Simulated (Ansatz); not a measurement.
## SiW3: comparing deformations

All numbers below come from DFT r2SCAN, scalar-relativistic, plane waves, PAW in Ansatz. Settings: plane waves to 500 eV, k-mesh 14×14×14 (Γ-centred), Gaussian smearing 0.15 eV. Spin–orbit coupling is left out, which can shift energies with elements as heavy as these. No spin polarisation. Energies are free energies at this smearing, counted from the undisturbed cell; pressure is positive in compression.

The undisturbed cell (relaxed at this level; it needn't be the usual structure):

```
Si W
1.0
    -2.58915    2.58915    2.58915
     2.58915   -2.58915    2.58915
     2.58915    2.58915   -2.58915
Si W
1 3
Direct
  0.00000 0.00000 0.00000
  0.50000 0.50000 0.00000
  0.50000 0.00000 0.50000
  0.00000 0.50000 0.50000
```

The cell is strained by ε times a Voigt pattern (xx, yy, zz, yz, xz, xy; engineering shear) with fractional coordinates fixed. τ = (1/V0) dE/dε comes from the stress tensor. Of each scan, only the three points used here are listed.

| pattern | ε | τ (GPa) |
| --- | --- | --- |
| (0, 0, 0, 1, 0, 0) | -0.0100 | 1.01 |
| (0, 0, 0, 1, 0, 0) | 0.0000 | 0.00 |
| (0, 0, 0, 1, 0, 0) | 0.0100 | -1.01 |
| (0, 0, 1, 0, 0, 0) | -0.0300 | -14.47 |
| (0, 0, 1, 0, 0, 0) | 0.0000 | -0.03 |
| (0, 0, 1, 0, 0, 0) | 0.0150 | 5.60 |

Task: Which constants do the scans give, and which deformation costs least for the same size of strain tensor?

Result: The slope dτ/dε at zero (parabola through three points) is pᵀCp: (0, 0, 0, 1, 0, 0) gives C44 = -101 GPa; (0, 0, 1, 0, 0, 0) gives C11 = 411 GPa. The size of the strain tensor, ε:ε, is ε² times 0.5, 1.0. Per unit of it the stiffnesses are -201, 411 GPa, so (0, 0, 0, 1, 0, 0) is the softest of these, and it is unstable with clamped ions. These are clamped-ion values.

In a metal these slopes depend on the k mesh and the smearing.

Cost: 14 runs of about 6.8 core-minutes in all, on AMD EPYC 9R45 (Zen 5) (shared hosts).